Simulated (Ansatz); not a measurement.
**Magnetic orders of WSe**

The calculation used DFT PBE+U, scalar-relativistic, plane waves, PAW in Ansatz 0.2.0.

```
CELL_PARAMETERS angstrom
3.14626 0.00000 0.00000
-1.57313 2.72474 0.00000
0.00000 0.00000 7.70929
ATOMIC_POSITIONS crystal
W 0.00000 0.00000 0.00000
W 0.00000 0.00000 0.50000
Se 0.33333 0.66667 0.25000
Se 0.66667 0.33333 0.75000
```

```json
{
  "plane-wave cutoff": "420 eV",
  "Γ-centred k-mesh": "18×18×6",
  "occupation rule": "Gaussian smearing, 0.05 eV",
  "U_eff on Löwdin-orthogonalised atomic d orbitals": "W 4 eV",
  "list of starting moments (μB, in atom order)": "2.5 2.5 0 0",
  "check for lower electronic states after the SCF": "on"
}
```

All runs keep this geometry, which isn't relaxed for the lowest state (largest force there 0.000 eV/Å, pressure 4.0 GPa) and needn't be a stable compound; relaxing each order can shift differences of a few meV. Spin–orbit coupling is left out, which for heavy magnetic ions can matter as much as these differences. Site moments are spin moments in atom-centred spheres that scale with the neighbour distance. The states are those that the runs reached from these starts; a lower one can exist. No antiferromagnetic start is among these.

Q: Starts tried: no spin; large parallel starting moments. Which state comes out lowest, and what are the moments?

A: The lowest state is ferromagnetic, reached from the start “large parallel starting moments”, with site moments (μB) W +0.67 (×2).

```csv
start,ends,energy above lowest (meV/atom),site moments (μB),gap on mesh (eV),P (GPa)
no spin,non-magnetic,4.95,none over 0.05,metal,2.0
large parallel starting moments,ferromagnetic,0.00,W +0.67 (×2),metal,4.0
```

Cost: 2 runs of about 2.7 core-minutes in all, on Arm Neoverse V2 (shared hosts).